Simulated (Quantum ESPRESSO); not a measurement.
# Si4O6FN: a curve over strain

Simulated, not a measurement. The program is pw.x of Quantum ESPRESSO 7.5 (plane-wave density functional theory). The cell is made up: 12 atoms on a rutile lattice, with randomly drawn elements, strain and displacements, not relaxed. PseudoDojo standard norm-conserving files (v0.5 for PBE, v0.4.1 for LDA and PBEsol) set the functional; there is no spin polarisation, spin-orbit coupling or dispersion term, and the masses in the input are unused placeholders.

Seven runs add a strain to one cell (the same along x and y); the atoms follow the cell and are not relaxed. Stress in the table is positive in tension.

Input of the run at +0.0044:

```
&control calculation='scf', pseudo_dir='./dojo.nc.sr.pbe.v0_5.standard.upf', outdir='./o', disk_io='medium', tprnfor=.true., tstress=.true. /
&system ibrav=0, nat=12, ntyp=4, nbnd=38, ecutwfc=84.00895049, nosym=.true., tot_charge=0,
 occupations='smearing', smearing='fd', degauss=0.0018374661
/
&electrons conv_thr=7.350e-09, electron_maxstep=60, /
ATOMIC_SPECIES
F 1.0 F.upf
N 1.0 N.upf
O 1.0 O.upf
Si 1.0 Si.upf
CELL_PARAMETERS angstrom
4.3944 0.0251 0.0791
0.0251 4.269 -0.0187
0.101 -0.0239 5.4872
ATOMIC_POSITIONS angstrom
Si 0.0021 0.0804 -0.0368
Si 2.136 2.0839 1.4128
Si 0.0844 -0.026 2.6758
Si 2.2775 2.1395 4.1702
O 1.2941 1.3039 0.0723
O 2.8978 2.9436 -0.0664
O 3.6885 0.8753 1.4552
F 0.803 3.4213 1.3394
O 1.3778 1.248 2.7254
N 3.2207 2.9684 2.7016
O 3.4914 0.8485 4.2214
O 0.9761 3.3693 4.1199
K_POINTS automatic
5 5 4 1 1 1
```

| added strain | free energy less that of the input shown (eV) | stress xx (GPa) | stress yy (GPa) | stress zz (GPa) | stress xy (GPa) | pressure (GPa) | next band up at Gamma (eV) | iterations |
| --- | --- | --- | --- | --- | --- | --- | --- | --- |
| -0.0210 | 0.0334 | -2.61 | -15.34 | -5.83 | 12.78 | 7.93 | 2.024 | 11 |
| -0.0126 | -0.0320 | 2.69 | -9.66 | -2.97 | 12.86 | 3.31 | 1.833 | 12 |
| -0.0096 | -0.0420 | 4.48 | -7.73 | -2.01 | 12.89 | 1.76 | 1.765 | 12 |
| -0.0060 | -0.0449 | 6.54 | -5.50 | -0.91 | 12.90 | -0.04 | 1.684 | 12 |
| +0.0044 | 0.0000 | 12.08 | 0.51 | 2.05 | 12.96 | -4.88 | 1.451 | 12 |
| +0.0133 | 0.0968 | 16.34 | 5.16 | 4.30 | 12.99 | -8.60 | 1.255 | 13 |
| +0.0174 | 0.1591 | 18.17 | 7.18 | 5.26 | 13.00 | -10.20 | 1.167 | 13 |

A cubic fit gives a slope of stress xx against the added strain of 528 GPa at zero added strain, with the atoms clamped. Across the table the free energy follows the integral of the stress to within 3.2 meV. A rerun of one of the cells at 1437 eV and a 7 x 7 x 6 mesh moved values by no more than 0.003 eV in energy, 0.04 GPa in stress and 0.002 eV/Å in force. The band column is the level of band 33 at Gamma less that of band 32, whose number is half the electron count, rounded up; it comes from a band step after each run.